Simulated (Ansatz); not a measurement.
Here is the system:

YAl$_{2}$Ge$_{2}$:
```cif
data_Al2Ge2Y
_chemical_formula_sum 'Y1 Al2 Ge2'
_space_group_name_H-M_alt 'P 1'
_space_group_IT_number 1
_cell_length_a 4.23974
_cell_length_b 4.23974
_cell_length_c 6.64804
_cell_angle_alpha 90.000
_cell_angle_beta 90.000
_cell_angle_gamma 120.000
loop_
_space_group_symop_operation_xyz
  'x, y, z'
loop_
_atom_site_label
_atom_site_type_symbol
_atom_site_fract_x
_atom_site_fract_y
_atom_site_fract_z
_atom_site_occupancy
Y1 Y 0.00000 0.00000 0.00000 1
Al1 Al 0.66667 0.33333 0.35663 1
Al2 Al 0.33333 0.66667 0.64337 1
Ge1 Ge 0.66667 0.33333 0.73969 1
Ge2 Ge 0.33333 0.66667 0.26031 1
```

This is the r²SCAN-relaxed structure.

### Question
All from r²SCAN in the plane-wave PAW code Ansatz, unless another level is named. Estimate the electronic character.

### Answer
metallic (no gap).

### Question
Predict the formation energy from the elements (no fitted shifts).

### Answer
-48 kJ/mol of atoms.

### Question
And the density of states at the Fermi level?

### Answer
0.30 states/eV per atom (mean over ±0.08 eV).

Space group P-3m1. The first step of the workflow began from a Materials Project structure, measured or hypothetical; the Crystallography Open Database files this formula in space group No. 164, but the cells were not matched. Its standing as an ambient phase is unchecked. The cell was relaxed with r²SCAN under the symmetry of its start; whether a distortion lowers the energy is not shown. The run is not spin-polarised. The references are the lowest solids computed at this level, not always the standard phases. Spin–orbit coupling is left out wherever it is not named.

Potentials: the later of the program's two PAW sets.
